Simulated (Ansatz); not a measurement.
Equation of state of CsYZnTe3 and its gap

A database entry relaxed whole under r2SCAN (Cmcm):

```
Cs Y Zn Te
1.0
     2.21068   -8.54224    0.00000
     2.21068    8.54224    0.00000
     0.00000    0.00000   11.72490
Cs Y Zn Te
2 2 2 6
Direct
  0.25481 0.74519 0.25000
  0.74519 0.25481 0.75000
  0.00000 0.00000 0.00000
  0.00000 0.00000 0.50000
  0.53804 0.46196 0.25000
  0.46196 0.53804 0.75000
  0.61982 0.38018 0.05915
  0.38018 0.61982 0.55915
  0.38018 0.61982 0.94085
  0.61982 0.38018 0.44085
  0.94197 0.05803 0.25000
  0.05803 0.94197 0.75000
```

The cell was scaled uniformly, its shape held, and the atoms relaxed at each volume with plane-wave PAW DFT (Ansatz 0.2.0; r2SCAN, 500 eV, 8×8×4 Γ-centred mesh, fermi-dirac occupations of width 0.020 eV; no spin, no spin-orbit coupling). One row is withheld.

| volume (Å³/atom) | energy over the lowest (meV/atom) | pressure (GPa) | gap over mesh and path (eV) |
| --- | --- | --- | --- |
| 34.688 | 10.1 | 1.55 | 1.677 |
| 35.426 | ? | ? | ? |
| 36.165 | 1.0 | 0.46 | 1.773 |
| 36.903 | 0.0 | 0.01 | 1.808 |
| 37.641 | 0.9 | -0.41 | 1.835 |
| 38.379 | 3.7 | -0.78 | 1.862 |
| 39.117 | 7.9 | -1.10 | 1.883 |

Q: Fit the pressures of the other rows to the third-order Birch-Murnaghan form.

A: With f = [(V₀/V)^(2/3) − 1]/2 and P = 3B₀f(1 + 2f)^(5/2)[1 + 3(B₀′ − 4)f/2], least squares gives V₀ = 36.91 Å³ an atom, B₀ = 21.6 GPa and B₀′ = 4.6; the rows miss the fit by less than 0.01 GPa. The slope of the energies differs from these pressures by less than 0.05 GPa.

Q: How does the gap move with volume?

A: A parabola in ln(V/V₀) through the other rows has the slope dE_g/d ln V = +1.7 eV at V₀, so by B₀ the gap moves by -78 meV a GPa at this fixed shape: it narrows under pressure.

Q: What does the withheld row hold?

A: The fit gives 0.97 GPa at 35.426 Å³; the run gave 0.97 GPa and 4.3 meV an atom. Its gap is 1.733 eV, against 1.727 eV from the parabola.

Caveats: the shape of the cell was held, so B₀ is an upper bound where the axes differ in stiffness; 0 K, fixed nuclei; the symmetry was kept, and this need not be the phase that is stable at 0 K; one mesh for all volumes; r2SCAN gaps lie as a rule under measured ones; the slope of the gap can be off by tens of per cent, more where shallow d levels or spin-orbit coupling act on the edges; the relaxed cell lies far from the entry, by an error of the functional or of the entry; no spin-orbit coupling, which narrows gaps of heavier elements; pressure is positive in compression.
